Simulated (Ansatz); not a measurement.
# Zn2C (antifluorite): gap against strain (biaxial in x and y, z held)

Zn2C in the antifluorite structure, relaxed with r2SCAN in the PAW code Ansatz, then strained (biaxial in x and y, z held; changes of length per length, axes as in the cell below) with the atoms relaxed again within the symmetry that is left. The symmetry is Fm-3m (No. 225, cubic); conventional cell a = 5.156 Å, 11.42 Å³ an atom. C is surrounded by 8 Zn at 2.23 Å; Zn is surrounded by 4 C at 2.23 Å. No spin polarisation and no zero-point or thermal motion; the cell was built from a prototype and may be hypothetical.

```
CELL_PARAMETERS angstrom
0.00000 2.57795 2.57795
2.57795 0.00000 2.57795
2.57795 2.57795 0.00000
ATOMIC_POSITIONS crystal
C 0.00000 0.00000 0.00000
Zn 0.25000 0.25000 0.25000
Zn 0.75000 0.75000 0.75000
```

Gaps are the least over each mesh (HSE06 6×6×6 when unstrained) and the special points, which keep their unstrained names.

```
strain (%)  gap, HSE06 (eV)  edges, HSE06
      -0.8            0.813             Γ
       0.0            0.747             Γ
     +2.09            0.467             Γ
     +2.45            0.420             Γ
```

Between zero and the nearest strains the slope of the HSE06 gap against strain is -0.083 eV per percent for negative and -0.134 for positive strain.

The meshes of the hybrids are coarse, so their gaps aren't converged to the digits shown.
